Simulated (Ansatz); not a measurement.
Values for one crystal, relaxed and computed with r²SCAN (plane waves, PAW; program Ansatz); other levels are named.

- Volume per atom = 25.99 Å³
- Band gap = 0.40 eV (indirect)
- Formation energy from the elements (no fitted shifts) = -0.11 eV/atom
- Conduction-band minimum = off the standard path, at k = (0.331, -0.333, 0.357)
- Valence-band maximum = at Γ
- Smallest direct gap on the standard path = 0.47 eV

Problem. Which compound is it?
(A) CdGa2Te4, I-4 (Cd on 2a, Ga on 2d, Ga on 2b, Te on 8g)
(B) Cu2SiTe3, Cc (Pearson symbol mS24)
(C) SiO2, P3_121 (Si on 3a, O on 6c)
(D) ZnGa2Te4, I-4 (Zn on 2a, Ga on 2b, Ga on 2d, Te on 8g)

Solution. B, Cu2SiTe3, Cc (Pearson symbol mS24)

The workflow started from a Materials Project entry (that database holds measured and hypothetical structures alike); the Crystallography Open Database copy checked does not list it. With Si and Cu taken as one species the cell has the higher symmetry Imm2, so it may be an ordered model of a mixed-site phase. Whether it is the stable phase at ambient conditions was not checked. The cell was relaxed with r²SCAN under the symmetry of its start; its stability against distortions is not shown here. The run is not spin-polarised. The references are the lowest solids computed at this level, not always the standard phases. Spin–orbit coupling is left out wherever it is not named.

Potentials: the earlier of the program's two PAW sets.
